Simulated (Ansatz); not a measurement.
## Sb2Pt: Quadrupolar parameters

The cell is an entry of the Crystallography Open Database (COD), ions relaxed with PBE at fixed cell.

```xyz
12
Lattice="6.4410 0.0000 0.0000 0.0000 6.4410 0.0000 0.0000 0.0000 6.4410" Properties=species:S:1:pos:R:3 pbc="T T T"
Sb    2.4116    2.4116    2.4116
Sb    0.8089    4.0294    5.6321
Sb    5.6321    0.8089    4.0294
Sb    4.0294    5.6321    0.8089
Sb    4.0294    4.0294    4.0294
Sb    5.6321    2.4116    0.8089
Sb    0.8089    5.6321    2.4116
Sb    2.4116    0.8089    5.6321
Pt    0.0000    0.0000    0.0000
Pt    3.2205    0.0000    3.2205
Pt    3.2205    3.2205    0.0000
Pt    0.0000    3.2205    3.2205
```

Atoms are numbered from 1 in the order listed; like atoms form one site, named after its first atom.

All values are calculated (Ansatz; DFT, PBE, plane waves and PAW, scalar-relativistic, 420 eV cutoff, Γ-centred 5×5×5 k-points, Fermi–Dirac smearing 0.05 eV), not measured.

C_Q = eQV_zz/h, which is 24.18 MHz for Q = 1 b and V_zz = 10²¹ V/m²; η = (V_xx − V_yy)/V_zz. Directions are in the Cartesian axes of the cell vectors above, for the atom listed; none is given where the gradient is under 0.02 or η is above 0.95.

(1) Give the quadrupolar parameters of the distinct sites.

Answers

(1) 

```tsv
site	first atom	first shell	V_zz (10²¹ V/m²)	η	direction of V_zz (x, y, z)
Sb	1	3 Pt at 2.67 Å, 1 Sb at 2.80 Å	6.59	0.00	0.58 0.58 0.58
Pt	9	6 Sb at 2.67 Å	-6.98	0.00	0.58 0.58 0.58
```

An axis of threefold or higher order runs through Sb and Pt, so V_zz lies along it and η is zero.

At this cell the PBE pressure is 6 GPa, so with PBE the cell would grow if it were relaxed. The run finds no gap above 0.1 eV (a metal, or nearly one), so the gradients can move by 10 % or more with the k-mesh. Spin–orbit coupling is left out, which shifts gradients on Pt by a few per cent in wide-gap crystals, and can shift them far more where the calculated gap is small or absent, as here. With these PAW files V_zz is typically within 2 to 3 % of all-electron values, but misses above 10 % occur on Sb.
